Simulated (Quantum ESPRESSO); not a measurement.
Inputs of pw.x and gipaw.x (a modified build of Quantum ESPRESSO, PBE) for ZnF2; the starting potential comes from an earlier run on another mesh:

```
&CONTROL
  calculation = 'scf'
  prefix = 'x'
  pseudo_dir = './pseudo'
  outdir = './out'
  tprnfor = .true.
/
&SYSTEM
  ibrav = 0
  nat = 6
  ntyp = 2
  ecutwfc = 45
  ecutrho = 180
  occupations = 'fixed'
  nbnd = 26
/
&ELECTRONS
  conv_thr = 1e-11
  startingpot = 'file'
/
ATOMIC_SPECIES
Zn 65.380 Zn.GGA_PBE-JTH.UPF
F 18.998 F.GGA_PBE-JTH.UPF
CELL_PARAMETERS angstrom
    4.704800000000     0.000000000000     0.000000000000
    0.000000000000     4.704800000000     0.000000000000
    0.000000000000     0.000000000000     3.133800000000
ATOMIC_POSITIONS crystal
Zn     0.000000000000     0.000000000000     0.000000000000
Zn     0.500000000000     0.500000000000     0.500000000000
F      0.302639804300     0.302639804300     0.000000000000
F      0.197360195700     0.802639804300     0.500000000000
F      0.697360195700     0.697360195700     0.000000000000
F      0.802639804300     0.197360195700     0.500000000000
K_POINTS automatic
4 4 6 1 1 1
```

```
&INPUTGIPAW
  job = 'nmr'
  prefix = 'x'
  tmp_dir = './out/'
  restart_mode = 'from_scratch'
  pawproj(1) = .true.
  pawproj(2) = .true.
  use_nmr_macroscopic_shape = .false.
/
```

The cell was made here from an entry of the Crystallography Open Database (unchecked): atoms relaxed with PBE in the measured cell (PBE without dispersion, pw.x of Quantum ESPRESSO, symmetry kept).  Stability against distortions was not tested.

Task: What does gipaw.x print for the total shieldings?

Result: 
```
     Total NMR chemical shifts in ppm: ---------------------------------------
     (adopting the Simpson convention for anisotropy and asymmetry)-----------

     Atom  1  Zn  pos: (  0.000000  0.000000  0.000000)  Total sigma:        1800.55
          1777.9378         18.8764          0.0000
            18.8764       1777.9378          0.0000
             0.0000         -0.0000       1845.7672

     Zn      1    anisotropy:     67.83    eta:    0.8349

     Atom  2  Zn  pos: (  0.500000  0.500000  0.333043)  Total sigma:        1800.55
          1777.9378        -18.8764         -0.0000
           -18.8764       1777.9378         -0.0000
             0.0000         -0.0000       1845.7672

     Zn      2    anisotropy:     67.83    eta:    0.8349

     Atom  3  F   pos: (  0.302640  0.302640  0.000000)  Total sigma:         344.07
           342.6465         28.0371         -0.0000
            28.0371        342.6465          0.0000
            -0.0000         -0.0000        346.9073

     F       3    anisotropy:    -44.19    eta:    0.8071

     Atom  4  F   pos: (  0.197360  0.802640  0.333043)  Total sigma:         344.07
           342.6465        -28.0371          0.0000
           -28.0371        342.6465          0.0000
             0.0000          0.0000        346.9073

     F       4    anisotropy:    -44.19    eta:    0.8071

     Atom  5  F   pos: (  0.697360  0.697360  0.000000)  Total sigma:         344.07
           342.6465         28.0371         -0.0000
            28.0371        342.6465         -0.0000
            -0.0000         -0.0000        346.9073

     F       5    anisotropy:    -44.19    eta:    0.8071

     Atom  6  F   pos: (  0.802640  0.197360  0.333043)  Total sigma:         344.07
           342.6465        -28.0371          0.0000
           -28.0371        342.6465          0.0000
             0.0000          0.0000        346.9073

     F       6    anisotropy:    -44.19    eta:    0.8071
```
The printed anisotropy is 3/2 (σ_33 − σ_iso) in the program's own order; the axes are left out here. Anisotropies that symmetry doesn't fix are less certain than the isotropic values. Shieldings are absolute and leave out the bulk-susceptibility term; a larger σ means a smaller chemical shift. In our sweeps, cutoffs and meshes of this size left a few ppm, and up to some 20 ppm on atoms from Zn on. The structure is static (0 K, no zero-point motion).
